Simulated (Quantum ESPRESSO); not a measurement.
Simulation results for Ge6BP (made-up cell), Al3BP4 (made-up cell)

Calculation on a made-up crystal cell, not a measurement: periodic Kohn-Sham density functional theory in plane waves with PseudoDojo standard norm-conserving scalar-relativistic pseudopotentials, each functional with its own files (v0.5 for PBE, v0.4.1 for LDA and PBEsol), no spin polarisation, no spin-orbit coupling, atoms not relaxed, stress positive in tension, energies less a fixed whole-eV offset for each atom's element; levels are Kohn-Sham levels at fractions of this cell's reciprocal vectors, counted from the reference band (half the neutral cell's valence electrons, rounded up) at Gamma; error bars cover cutoff and k-mesh only, not smearing or the files; added strain carries the atoms with the cell, and shear is the tensor component; each bar is the largest change over components, and at least 0.002 eV, 0.002 eV per angstrom or 0.02 GPa; energies are for the whole cell, and the offsets were chosen from early runs and are not element reference energies. Program: Quantum ESPRESSO 7.5.

Common to all runs: lattice type zincblende/diamond; functional pbe; fermi dirac smearing 0.1 eV; scf tolerance 1e-07 eV; electrons removed 0; k mesh 6 x 6 x 6, shifted by half a step.

(1) 
```xyz
8
Lattice="5.6402 0.1044 0.0239 0.1044 5.6739 -0.0609 0.0239 -0.0609 5.7140" Properties=species:S:1:pos:R:3 formula=Ge6BP cutoff=1061 free_energy_less_offsets=-1.371 smearing_term_minus_ts=-0.01996 scf_iterations=10 pressure=-4.289 stress_xx=3.776 stress_yy=4.353 stress_zz=4.739 stress_yz=-0.7564 stress_xz=1.002 stress_xy=0.6317 fermi_level=-0.07392 reference_band=46 error_bar_energy=0.003218 error_bar_stress=0.02 error_bar_force=0.007909 error_bar_next_band_up=0.002 error_bar_fermi_level=0.02354 error_bars_from=tighter_rerun_of_a_related_cell
Ge    -0.0118    -0.0499    -0.0192
Ge     0.0206     2.8161     2.8038
Ge     2.8425     0.0464     2.8105
P      2.8794     2.9482     0.0135
B      1.4401     1.4862     1.4172
Ge     1.5373     4.2541     4.1441
Ge     4.2347     1.4415     4.3041
Ge     4.3400     4.3708     1.2906
```

Units: cutoff, free_energy_less_offsets, smearing_term_minus_ts, fermi_level, error_bar_energy, error_bar_next_band_up, error_bar_fermi_level in eV; pressure, stress_xx, stress_yy, stress_zz, stress_yz, stress_xz, stress_xy, error_bar_stress in GPa; error_bar_force in eV/Å.

Atoms:
```tsv
atoms element	atom site	atom energy offset (eV)
Ge	1	-2430
Ge	2	-2430
Ge	3	-2430
P	4	-189
B	5	-79
Ge	6	-2430
Ge	7	-2430
Ge	8	-2430
```

Forces:
```tsv
site	x (eV/Å)	y (eV/Å)	z (eV/Å)
1	1.693	1.997	0.642
2	1.238	-1.326	-1.157
3	-1.402	1.515	-1.072
4	-1.273	-1.124	0.3711
5	-0.3052	-0.3084	0.3877
6	0.0798	-0.3479	0.2844
7	0.2115	0.3297	-0.08757
8	-0.2415	-0.735	0.632
```

Levels:
```tsv
level k point	next band up (eV)
Gamma	0.07248
(1/2,1/2,1/2)	-0.4497
(0.15,0,0)	0.3713
(0,0.15,0)	0.3925
(0,0,0.15)	0.3856
```

(2) 
```xyz
8
Lattice="5.6402 0.1044 0.0239 0.1044 5.6739 -0.0609 0.0239 -0.0609 5.7140" Properties=species:S:1:pos:R:3 formula=Ge6BP cutoff=1061 free_energy_less_offsets=-1.387 smearing_term_minus_ts=-0.01988 scf_iterations=10 pressure=-4.306 stress_xx=3.809 stress_yy=4.37 stress_zz=4.739 stress_yz=-0.8399 stress_xz=0.9708 stress_xy=1.005 fermi_level=-0.0836 reference_band=46 error_bar_energy=0.003218 error_bar_stress=0.02 error_bar_force=0.007909 error_bar_next_band_up=0.002 error_bar_fermi_level=0.02354 error_bars_from=tighter_rerun_of_a_related_cell
Ge    -0.0118    -0.0499    -0.0192
Ge     0.0206     2.8161     2.8038
Ge     2.8425     0.0464     2.8105
P      2.8794     2.9482     0.0135
B      1.4401     1.4862     1.4172
Ge     1.5373     4.2541     4.1441
Ge     4.2347     1.4415     4.3041
Ge     4.3400     4.3708     1.3302
```

Units: cutoff, free_energy_less_offsets, smearing_term_minus_ts, fermi_level, error_bar_energy, error_bar_next_band_up, error_bar_fermi_level in eV; pressure, stress_xx, stress_yy, stress_zz, stress_yz, stress_xz, stress_xy, error_bar_stress in GPa; error_bar_force in eV/Å.

Atoms:
```tsv
atoms element	atom site	atom energy offset (eV)
Ge	1	-2430
Ge	2	-2430
Ge	3	-2430
P	4	-189
B	5	-79
Ge	6	-2430
Ge	7	-2430
Ge	8	-2430
```

Forces:
```tsv
site	x (eV/Å)	y (eV/Å)	z (eV/Å)
1	1.572	1.882	0.7762
2	1.312	-1.418	-1.057
3	-1.516	1.619	-0.9545
4	-1.222	-1.075	0.4531
5	-0.3012	-0.3045	0.3389
6	0.08038	-0.3466	0.3226
7	0.2119	0.3312	-0.05075
8	-0.1377	-0.6877	0.1717
```

Levels:
```tsv
level k point	next band up (eV)
Gamma	0.03937
(1/2,1/2,1/2)	-0.4549
(0.15,0,0)	0.3664
(0,0.15,0)	0.3822
(0,0,0.15)	0.3882
```

(3) 
```xyz
8
Lattice="5.6402 0.1044 0.0239 0.1044 5.6739 -0.0609 0.0239 -0.0609 5.7140" Properties=species:S:1:pos:R:3 formula=Ge6BP cutoff=1061 free_energy_less_offsets=-1.379 smearing_term_minus_ts=-0.01988 scf_iterations=10 pressure=-4.28 stress_xx=3.783 stress_yy=4.321 stress_zz=4.735 stress_yz=-0.9504 stress_xz=0.929 stress_xy=1.507 fermi_level=-0.05263 reference_band=46 error_bar_energy=0.003218 error_bar_stress=0.02 error_bar_force=0.007909 error_bar_next_band_up=0.002 error_bar_fermi_level=0.02354 error_bars_from=tighter_rerun_of_a_related_cell
Ge    -0.0118    -0.0499    -0.0192
Ge     0.0206     2.8161     2.8038
Ge     2.8425     0.0464     2.8105
P      2.8794     2.9482     0.0135
B      1.4401     1.4862     1.4172
Ge     1.5373     4.2541     4.1441
Ge     4.2347     1.4415     4.3041
Ge     4.3400     4.3708     1.3838
```

Units: cutoff, free_energy_less_offsets, smearing_term_minus_ts, fermi_level, error_bar_energy, error_bar_next_band_up, error_bar_fermi_level in eV; pressure, stress_xx, stress_yy, stress_zz, stress_yz, stress_xz, stress_xy, error_bar_stress in GPa; error_bar_force in eV/Å.

Atoms:
```tsv
atoms element	atom site	atom energy offset (eV)
Ge	1	-2430
Ge	2	-2430
Ge	3	-2430
P	4	-189
B	5	-79
Ge	6	-2430
Ge	7	-2430
Ge	8	-2430
```

Forces:
```tsv
site	x (eV/Å)	y (eV/Å)	z (eV/Å)
1	1.424	1.741	0.9516
2	1.422	-1.556	-0.914
3	-1.684	1.774	-0.7883
4	-1.16	-1.016	0.558
5	-0.2955	-0.2987	0.2722
6	0.08138	-0.3457	0.3752
7	0.2116	0.3333	0.0002356
8	-0.0001265	-0.6313	-0.4549
```

Levels:
```tsv
level k point	next band up (eV)
Gamma	0.08374
(1/2,1/2,1/2)	-0.4191
(0.15,0,0)	0.398
(0,0.15,0)	0.4065
(0,0,0.15)	0.4279
```

(4) 
```xyz
8
Lattice="5.6402 0.1044 0.0239 0.1044 5.6739 -0.0609 0.0239 -0.0609 5.7140" Properties=species:S:1:pos:R:3 formula=Ge6BP cutoff=1061 free_energy_less_offsets=-1.361 smearing_term_minus_ts=-0.01991 scf_iterations=10 pressure=-4.242 stress_xx=3.735 stress_yy=4.26 stress_zz=4.73 stress_yz=-1.009 stress_xz=0.9065 stress_xy=1.778 fermi_level=-0.02758 reference_band=46 error_bar_energy=0.003218 error_bar_stress=0.02 error_bar_force=0.007909 error_bar_next_band_up=0.002 error_bar_fermi_level=0.02354 error_bars_from=tighter_rerun_of_a_related_cell
Ge    -0.0118    -0.0499    -0.0192
Ge     0.0206     2.8161     2.8038
Ge     2.8425     0.0464     2.8105
P      2.8794     2.9482     0.0135
B      1.4401     1.4862     1.4172
Ge     1.5373     4.2541     4.1441
Ge     4.2347     1.4415     4.3041
Ge     4.3400     4.3708     1.4127
```

Units: cutoff, free_energy_less_offsets, smearing_term_minus_ts, fermi_level, error_bar_energy, error_bar_next_band_up, error_bar_fermi_level in eV; pressure, stress_xx, stress_yy, stress_zz, stress_yz, stress_xz, stress_xy, error_bar_stress in GPa; error_bar_force in eV/Å.

Atoms:
```tsv
atoms element	atom site	atom energy offset (eV)
Ge	1	-2430
Ge	2	-2430
Ge	3	-2430
P	4	-189
B	5	-79
Ge	6	-2430
Ge	7	-2430
Ge	8	-2430
```

Forces:
```tsv
site	x (eV/Å)	y (eV/Å)	z (eV/Å)
1	1.351	1.671	1.043
2	1.487	-1.636	-0.8334
3	-1.782	1.864	-0.6957
4	-1.129	-0.9873	0.6113
5	-0.2923	-0.2954	0.236
6	0.08203	-0.3458	0.4038
7	0.2108	0.3347	0.02809
8	0.07247	-0.6046	-0.7928
```

Levels:
```tsv
level k point	next band up (eV)
Gamma	0.1244
(1/2,1/2,1/2)	-0.3911
(0.15,0,0)	0.4204
(0,0.15,0)	0.425
(0,0,0.15)	0.4542
```

(5) 
```xyz
8
Lattice="5.6402 0.1044 0.0239 0.1044 5.6739 -0.0609 0.0239 -0.0609 5.7140" Properties=species:S:1:pos:R:3 formula=Ge6BP cutoff=1061 free_energy_less_offsets=-1.344 smearing_term_minus_ts=-0.01995 scf_iterations=10 pressure=-4.206 stress_xx=3.688 stress_yy=4.206 stress_zz=4.725 stress_yz=-1.047 stress_xz=0.8913 stress_xy=1.96 fermi_level=-0.009954 reference_band=46 error_bar_energy=0.003218 error_bar_stress=0.02 error_bar_force=0.007909 error_bar_next_band_up=0.002 error_bar_fermi_level=0.02354 error_bars_from=tighter_rerun_of_a_related_cell
Ge    -0.0118    -0.0499    -0.0192
Ge     0.0206     2.8161     2.8038
Ge     2.8425     0.0464     2.8105
P      2.8794     2.9482     0.0135
B      1.4401     1.4862     1.4172
Ge     1.5373     4.2541     4.1441
Ge     4.2347     1.4415     4.3041
Ge     4.3400     4.3708     1.4321
```

Units: cutoff, free_energy_less_offsets, smearing_term_minus_ts, fermi_level, error_bar_energy, error_bar_next_band_up, error_bar_fermi_level in eV; pressure, stress_xx, stress_yy, stress_zz, stress_yz, stress_xz, stress_xy, error_bar_stress in GPa; error_bar_force in eV/Å.

Atoms:
```tsv
atoms element	atom site	atom energy offset (eV)
Ge	1	-2430
Ge	2	-2430
Ge	3	-2430
P	4	-189
B	5	-79
Ge	6	-2430
Ge	7	-2430
Ge	8	-2430
```

Forces:
```tsv
site	x (eV/Å)	y (eV/Å)	z (eV/Å)
1	1.304	1.626	1.102
2	1.533	-1.692	-0.7779
3	-1.85	1.927	-0.6327
4	-1.11	-0.9692	0.6457
5	-0.2901	-0.2932	0.2115
6	0.08255	-0.346	0.423
7	0.2101	0.3356	0.04687
8	0.1206	-0.588	-1.019
```

Levels:
```tsv
level k point	next band up (eV)
Gamma	0.1531
(1/2,1/2,1/2)	-0.3708
(0.15,0,0)	0.435
(0,0.15,0)	0.437
(0,0,0.15)	0.4714
```

(6) 
```xyz
8
Lattice="5.6402 0.1044 0.0239 0.1044 5.6739 -0.0609 0.0239 -0.0609 5.7140" Properties=species:S:1:pos:R:3 formula=Ge6BP cutoff=1061
Ge    -0.0118    -0.0499    -0.0192
Ge     0.0206     2.8161     2.8038
Ge     2.8425     0.0464     2.8105
P      2.8794     2.9482     0.0135
B      1.4401     1.4862     1.4172
Ge     1.5373     4.2541     4.1441
Ge     4.2347     1.4415     4.3041
Ge     4.3400     4.3708     1.5043
```

Units: cutoff in eV.

Atoms:
```tsv
atoms element	atom site	atom energy offset (eV)
Ge	1	-2430
Ge	2	-2430
Ge	3	-2430
P	4	-189
B	5	-79
Ge	6	-2430
Ge	7	-2430
Ge	8	-2430
```

(7) 
```xyz
8
Lattice="5.8079 0.0531 -0.0116 0.0531 5.9369 -0.0523 -0.0116 -0.0523 5.8310" Properties=species:S:1:pos:R:3 formula=Al3BP4 cutoff=1034
B      0.0266    -0.0022    -0.0250
Al    -0.0559     2.9064     2.9304
Al     2.9691     0.0658     2.9041
Al     2.9847     3.0487    -0.0747
P      1.5095     1.5408     1.5082
P      1.4486     4.4302     4.2859
P      4.3396     1.5477     4.4078
P      4.4255     4.3856     1.4424
```

Units: cutoff in eV.

Atoms:
```tsv
atoms element	atom site	atom energy offset (eV)
B	1	-79
Al	2	-64
Al	3	-64
Al	4	-64
P	5	-189
P	6	-189
P	7	-189
P	8	-189
```

(8) 
```xyz
8
Lattice="5.8079 0.0531 -0.0116 0.0531 5.9369 -0.0523 -0.0116 -0.0523 5.8310" Properties=species:S:1:pos:R:3 formula=Al3BP4 cutoff=1034
Al     0.0266    -0.0022    -0.0250
B     -0.0559     2.9064     2.9304
Al     2.9691     0.0658     2.9041
Al     2.9847     3.0487    -0.0747
P      1.5095     1.5408     1.5082
P      1.4486     4.4302     4.2859
P      4.3396     1.5477     4.4078
P      4.4255     4.3856     1.4424
```

Units: cutoff in eV.

Atoms:
```tsv
atoms element	atom site	atom energy offset (eV)
Al	1	-64
B	2	-79
Al	3	-64
Al	4	-64
P	5	-189
P	6	-189
P	7	-189
P	8	-189
```

Questions
1. Ge6BP (made-up cell) (entry 6): stress xy?
2. Give the missing stress yy for Ge6BP (made-up cell) (entry 6).
3. Al3BP4 (made-up cell) (entry 7): stress yy?
4. Give the table of forces values for Al3BP4 (made-up cell) (entry 7).
5. What stress xz does the calculation give for Al3BP4 (made-up cell) (entry 8)?
6. What stress yy does the calculation give for Al3BP4 (made-up cell) (entry 8)?
7. What pressure does the calculation give for Al3BP4 (made-up cell) (entry 8)?
8. Give the missing stress xy for Al3BP4 (made-up cell) (entry 8).
9. Give the table of forces values for Al3BP4 (made-up cell) (entry 8).

## Answers
1. 2.645 GPa
2. 3.905 GPa
3. 13.94 GPa
4. 
Forces:
```tsv
site	x (eV/Å)	y (eV/Å)	z (eV/Å)
1	0.3521	-0.09546	-0.05124
2	0.5785	0.03644	-0.02382
3	-0.3617	-0.3855	0.0005007
4	-0.7391	0.1196	0.543
5	-0.5168	-0.5973	-0.8784
6	-0.3206	0.8868	0.8375
7	0.8805	-1.21	0.1658
8	0.1272	1.245	-0.5934
```
5. -0.09172 GPa
6. 14.54 GPa
7. -13.75 GPa
8. 0.8141 GPa
9. 
Forces:
```tsv
site	x (eV/Å)	y (eV/Å)	z (eV/Å)
1	0.1407	0.03864	0.4904
2	0.395	0.2421	-0.2678
3	-0.3731	-0.3685	0.01675
4	-0.755	0.1186	0.5043
5	-0.8945	0.3545	0.07944
6	-0.2582	-0.4909	-0.4311
7	1.052	0.06483	-1.039
8	0.6936	0.0408	0.6467
```

Further results for Ge6BP (made-up cell) (entry 6):

* free energy less offsets: -1.24 eV
* smearing term minus ts: -0.0202 eV
* scf iterations: 10
* pressure: -4.009 GPa
* stress xx: 3.422 GPa
* stress zz: 4.699 GPa
* stress yz: -1.186 GPa
* stress xz: 0.8335 GPa
* fermi level: 0.05862 eV
* reference band: 46
* error bar energy: 0.003218 eV
* error bar stress: 0.02 GPa
* error bar force: 0.007909 eV/Å
* error bar next band up: 0.002 eV
* error bar fermi level: 0.02354 eV
* error bars from: tighter rerun of this cell

Forces:
```tsv
site	x (eV/Å)	y (eV/Å)	z (eV/Å)
1	1.148	1.476	1.314
2	1.719	-1.918	-0.5639
3	-2.125	2.181	-0.3932
4	-1.047	-0.9101	0.7627
5	-0.2819	-0.2844	0.1192
6	0.08452	-0.3487	0.4946
7	0.2056	0.3394	0.1172
8	0.2967	-0.5358	-1.85
```

Levels:
```tsv
level k point	next band up (eV)
Gamma	0.2645
(1/2,1/2,1/2)	-0.2838
(0.15,0,0)	0.4833
(0,0.15,0)	0.4763
(0,0,0.15)	0.5315
```

Further results for Al3BP4 (made-up cell) (entry 7):

* free energy less offsets: 4.909 eV
* smearing term minus ts: -0.004672 eV
* scf iterations: 11
* pressure: -12.86 GPa
* stress xx: 12.18 GPa
* stress zz: 12.47 GPa
* stress yz: -0.4216 GPa
* stress xz: -0.2546 GPa
* stress xy: 0.3379 GPa
* fermi level: 0.2794 eV
* reference band: 16
* error bar energy: 0.002 eV
* error bar stress: 0.02 GPa
* error bar force: 0.002 eV/Å
* error bar next band up: 0.002 eV
* error bar fermi level: 0.02523 eV
* error bars from: tighter rerun of this cell

Levels:
```tsv
level k point	next band up (eV)
Gamma	0.3156
(1/2,1/2,1/2)	0.1332
(0.15,0,0)	0.8245
(0,0.15,0)	0.8033
(0,0,0.15)	0.8157
```

Further results for Al3BP4 (made-up cell) (entry 8):

- free energy less offsets: 4.594 eV
- smearing term minus ts: -0.003071 eV
- scf iterations: 10
- stress xx: 13.3 GPa
- stress zz: 13.42 GPa
- stress yz: -1.302 GPa
- fermi level: 0.3282 eV
- reference band: 16
- error bar energy: 0.002 eV
- error bar stress: 0.02 GPa
- error bar force: 0.002 eV/Å
- error bar next band up: 0.002 eV
- error bar fermi level: 0.02523 eV
- error bars from: tighter rerun of a related cell

Levels:
```tsv
level k point	next band up (eV)
Gamma	0.4337
(1/2,1/2,1/2)	0.2877
(0.15,0,0)	0.9643
(0,0.15,0)	0.9821
(0,0,0.15)	0.9712
```
